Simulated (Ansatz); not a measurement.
## Is this Mg2CdSe3 structure a true minimum?

The structure comes from a generated guess, relaxed at this level; another structure or a mixture of phases may lie lower.

The calculation used DFT PBE, scalar-relativistic, plane waves, PAW (Ansatz). Cutoff 420 eV; k points 6×6×2 on the computed 12-atom cell (Γ-centred); Gaussian smearing, width 0.02 eV; no spin polarisation.

The cell below (12 atoms, space group P6_3mc (No. 186)) is relaxed within its symmetry.

```
Mg Cd Se
1.0
     4.30085    0.00000    0.00000
    -2.15042    3.72464    0.00000
     0.00000    0.00000   20.87662
Mg Cd Se
4 2 6
Direct
  0.66667 0.33333 0.16740
  0.66667 0.33333 0.83026
  0.33333 0.66667 0.33026
  0.33333 0.66667 0.66740
  0.66667 0.33333 0.50091
  0.33333 0.66667 0.00091
  0.66667 0.33333 0.29195
  0.66667 0.33333 0.62939
  0.66667 0.33333 0.95509
  0.33333 0.66667 0.12939
  0.33333 0.66667 0.45509
  0.33333 0.66667 0.79195
```

For the test it was strained at random (σ = 1.5 % a component), the atoms were moved at random (σ = 0.10 Å), and all was relaxed again on a coarse 6×6×1 mesh (in the run’s order of axes) with 0.10 eV smearing, with no symmetry imposed.

Question: Does it come back?

Answer: It returns, within 1 meV/atom of the unmoved cell on that mesh and with the same symmetry when read at 0.1 Å (Cm at 0.01 Å, so small strains and shifts remain). So it is stable against the distortions that fit this cell and that this random move excites. Modes that don't fit the cell aren't tested.
